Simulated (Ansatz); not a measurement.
# Relaxing In14Ga

All numbers below come from DFT PBEsol, scalar-relativistic, plane waves, PAW (Ansatz). Run with 420 eV cutoff, 3×3×3 k-mesh, Gaussian smearing of 0.10 eV, no spin polarisation.

What was changed: Ga after trading places with the vacancy, charge +0, atoms relaxed.

In a supercell of 15 atoms the defect feels its periodic images, and the cell reads as a metal on the mesh, so a level in the gap can't be told from a carrier in the bands.

Spin polarisation was left out.

Command:

```bash
ansatz run input.yaml --threads 4 --pin off --max-ram 8192MiB --backend cpu --events-out ev --progress --plain --runs-dir out
```

Input:

```yaml
crystal:
  lattice:
    - [7.4517846848, 0.0, 0.0]
    - [0.0, 7.4517846848, 0.0]
    - [0.0, 0.0, 7.4517846848]
  atoms:
    - { symbol: Ga, position: [0.25, 0.25, 0.25] }
    - { symbol: In, position: [0.5, 0.0, 0.0] }
    - { symbol: In, position: [0.0, 0.5, 0.0] }
    - { symbol: In, position: [0.0, 0.0, 0.5] }
    - { symbol: In, position: [0.5, 0.5, 0.0] }
    - { symbol: In, position: [0.5, 0.0, 0.5] }
    - { symbol: In, position: [0.75, 0.25, 0.25] }
    - { symbol: In, position: [0.0, 0.5, 0.5] }
    - { symbol: In, position: [0.25, 0.75, 0.25] }
    - { symbol: In, position: [0.25, 0.25, 0.75] }
    - { symbol: In, position: [0.5, 0.5, 0.5] }
    - { symbol: In, position: [0.75, 0.75, 0.25] }
    - { symbol: In, position: [0.75, 0.25, 0.75] }
    - { symbol: In, position: [0.25, 0.75, 0.75] }
    - { symbol: In, position: [0.75, 0.75, 0.75] }
basis:
  ecutwfc: 420
  xc_grid: 2
kpoints:
  mp_grid: { grid: [3, 3, 3], shift: [0.0, 0.0, 0.0] }
hamiltonian:
  xc: pbesol
scf:
  occupations: { method: gaussian, width: 0.1 }
output:
  forces: true
  stress: false
  eigenvalues: true
  write_density: true
  write_potential: true
  elf: true
  volumetric_format: npy
relax:
  adjacent_minimum: "off"
  f_tol: 0.02
  max_steps: 60
```

F is the free energy.

Steps:

```tsv
step	F − F(1) (eV)	largest force component (eV/Å)
1	0.0000	0.091
2	-0.0439	0.060
3	-0.0835	0.021
4	-0.0822	0.072
5	-0.0862	0.012
6	-0.0878	0.015
7	-0.0911	0.034
8	-0.0929	0.060
9	-0.0981	0.035
10	-0.1040	0.017
11	-0.1040	0.017
```

Relaxed structure:

```yaml
crystal:
  lattice:
    - [7.45178, 0.00000, 0.00000]
    - [0.00000, 7.45178, 0.00000]
    - [0.00000, 0.00000, 7.45178]
  atoms:
    - { symbol: Ga, position: [0.22241, 0.22241, 0.22241] }
    - { symbol: In, position: [0.50924, 0.00460, 0.00460] }
    - { symbol: In, position: [0.00460, 0.50924, 0.00460] }
    - { symbol: In, position: [0.00460, 0.00460, 0.50924] }
    - { symbol: In, position: [0.48888, 0.48888, 0.03658] }
    - { symbol: In, position: [0.48888, 0.03658, 0.48888] }
    - { symbol: In, position: [0.78269, 0.23441, 0.23441] }
    - { symbol: In, position: [0.03658, 0.48888, 0.48888] }
    - { symbol: In, position: [0.23441, 0.78269, 0.23441] }
    - { symbol: In, position: [0.23441, 0.23441, 0.78269] }
    - { symbol: In, position: [0.48323, 0.48323, 0.48323] }
    - { symbol: In, position: [0.75541, 0.75541, 0.25782] }
    - { symbol: In, position: [0.75541, 0.25782, 0.75541] }
    - { symbol: In, position: [0.25782, 0.75541, 0.75541] }
    - { symbol: In, position: [0.74141, 0.74141, 0.74141] }
```

Symmetry: R3m, No. 160, trigonal system. Conventional cell: a = 10.538 Å, b = 10.538 Å, c = 12.907 Å, α = 90.00°, β = 90.00°, γ = 120.00°. Around Ga (site symmetry 3m) lie 10 In at 3.13 to 3.37 Å. In (site symmetry m) has 1 Ga at 3.14 Å and 7 In at 3.14 to 3.27 Å as nearest neighbours. In (site symmetry m) is surrounded by 1 Ga at 3.13 Å and 8 In at 3.25 to 3.45 Å. Around In (site symmetry m) lie 9 In at 3.14 to 3.58 Å and 1 Ga at 3.28 Å. In (site symmetry 3m) is surrounded by 10 In at 3.32 to 3.44 Å and 1 Ga at 3.37 Å. In (site symmetry m) has 10 In at 3.22 to 3.61 Å as nearest neighbours. In (site symmetry 3m) is surrounded by 10 In at 3.27 to 3.61 Å.

The run converged. The run took 100 s on 4 threads of Arm Neoverse V2, with other jobs on the host, peak memory 1.2 GiB.